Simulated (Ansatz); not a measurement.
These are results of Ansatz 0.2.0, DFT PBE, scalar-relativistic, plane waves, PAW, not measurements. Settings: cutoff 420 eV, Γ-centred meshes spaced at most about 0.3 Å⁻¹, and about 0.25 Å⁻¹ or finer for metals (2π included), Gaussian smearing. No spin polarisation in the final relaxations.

All energies are static (0 K, no zero-point motion).

Two relaxed structures of Ti2NbB3:

1.

```
CELL_PARAMETERS angstrom
3.22593 0.00000 0.00000
-1.61297 2.79374 0.00000
0.00000 0.00000 7.88080
ATOMIC_POSITIONS crystal
Ti 0.66667 0.33333 0.66387
Ti 0.33333 0.66667 0.33613
Nb 0.00000 0.00000 0.00000
B 0.66667 0.33333 0.17001
B 0.33333 0.66667 0.82999
B 0.00000 0.00000 0.50000
```

2.

```
CELL_PARAMETERS angstrom
2.67309 0.00000 0.00000
0.00000 2.67309 0.00000
0.00000 0.00000 9.74547
ATOMIC_POSITIONS crystal
Ti 0.50000 0.50000 0.73803
Ti 0.50000 0.50000 0.26197
Nb 0.00000 0.00000 0.00000
B 0.00000 0.00000 0.58599
B 0.00000 0.00000 0.41401
B 0.50000 0.50000 0.50000
```

Question: Which is lower in energy, and by how much?

Answer: Cell 1 is lower, by 0.63 eV/atom. Cell 1 has space group P-3m1 (No. 164), 11.8 Å³/atom and no gap on its mesh; cell 2 has space group P4/mmm (No. 123), 11.6 Å³/atom and no gap. Counting B atoms around Nb and Ti (those within 1.25 times the shortest such distance or 1.15 times the sum of covalent radii; a plus sign parts nearer from farther groups; the shortest distance is added where it is long for a bond), cell 1 has Ti 6, Nb 6 and cell 2 has Ti 5, Nb 2+8 from 4.0 Å. Cell 2 holds B–B pairs (shortest 1.68 Å); in cell 1 the shortest B–B distance is 3.20 Å. Both come from invented guesses.

A magnetic state wasn't ruled out in cells without spin, among them P4/mmm. Cells relaxed within their symmetry can be saddle points.
